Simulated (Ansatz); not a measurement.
MoS2 in space group R3m (No. 160; Mo on 3a, S on 3a, S on 3a) at seven volumes, DFT-r²SCAN+D4 in the program Ansatz with PAW potentials, shape and atoms relaxed at each. One row is withheld.

| V (Å³/atom) | P (GPa) |
|---|---|
| 16.493 | 5.74 |
| 17.037 | 3.18 |
| 17.580 | 1.30 |
| 18.124 | 0.00 |
| 18.668 | -0.87 |
| 19.212 | -1.37 |
| 19.755 | ? |

Question: Fit the shown pressures and predict the withheld one.

Answer: P = (3/2)B₀(x^(7/2) − x^(5/2))[1 + (3/4)(B′ − 4)(x − 1)] with x = (V₀/V)^(2/3). Least squares on the six rows gives V₀ = 18.125 Å³/atom, B₀ = 35.4 GPa, B′ = 12.71. At V = 19.755, x = 0.9442 and P = -1.63 GPa. The run itself gave -1.51 GPa.

Symmetry was held in the r²SCAN+D4 relaxation. The run is not spin-polarised.

Potentials: the later of the program's two PAW sets.
